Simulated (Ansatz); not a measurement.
Relaxing a structure of WC

The start is a relaxed WC cell, doubled along one cell vector, shaken by Gaussian noise of σ = 0.08 Å a coordinate. A full variable-cell relaxation at zero pressure is run with PBE (plane waves to 420 eV, PAW, scalar-relativistic; Ansatz, a first-principles code). First-step values are on the input's coarse k-mesh.

Ansatz input (later rounds restart from its end on a renewed k-mesh):
Ansatz 0.2 input:
```yaml
crystal:
  lattice:
    - [5.8355603685, -0.0000000001, 0]
    - [-1.4588900921, 2.5268717622, 0]
    - [0, 0, 5.7521038316]
  atoms:
    - { symbol: W, position: [0.0238298781, -0.0096551252, 0.0130622639] }
    - { symbol: W, position: [0.4834143163, -0.054129227, -0.0055281834] }
    - { symbol: W, position: [0.0120192187, 0.0079657474, 0.4693443217] }
    - { symbol: W, position: [0.507598353, 0.0087065149, 0.5114966837] }
    - { symbol: C, position: [0.1618109657, 0.6711862199, 0.2524287511] }
    - { symbol: C, position: [0.6851946273, 0.6912778149, 0.2608835963] }
    - { symbol: C, position: [0.3565896102, 0.3457271444, 0.7470705395] }
    - { symbol: C, position: [0.8176367055, 0.356449879, 0.7777015215] }
basis: { ecutwfc: 420, ecutrho_ratio: 4, xc_grid: 2, fft_grid_basis: typed }
kpoints: { mp_grid: { grid: [5, 9, 4] } }
hamiltonian:
  xc: pbe
  dispersion: none
  pseudopotentials: { azcp: { folder: ./paw }, kind: paw }
scf: { occupations: { method: fermi_dirac, width: 0.05 } }
relax: { f_tol: 0.01, max_steps: 100, cell: { stress_tol: 0.02 } }
output: { forces: true, stress: true }
```

Q: Which atoms feel the largest initial force, and how large is it?

A: About 6.2 eV/Å, on W3 (atoms numbered as listed).

Q: By how much does the energy per atom fall from start to end?

A: 0.21 eV/atom.

Q: Is the parent structure recovered?

A: It returns to the parent structure, P6₃/mmc (No. 194).

Q: How do the shortest distances between atoms change?

A: The closest pairs of elements (up to four, under 3.6 Å), start → end: C–W 2.04 → 2.21 Å; W–W 2.63 → 2.88 Å; C–C 2.68 → 2.92 Å.

Q: Is the relaxed structure metallic? Give its gap.

A: No gap (metallic).

Final values are on a 18×18×8 k-mesh of the relaxed cell. No spin polarisation in the result.

The relaxed structure here is a generated cell of WC: the first start was made by placing the elements on the sites of a structure type, and the end was not matched to a known phase here, so it may be hypothetical. Known forms of WC include space group No. 187.
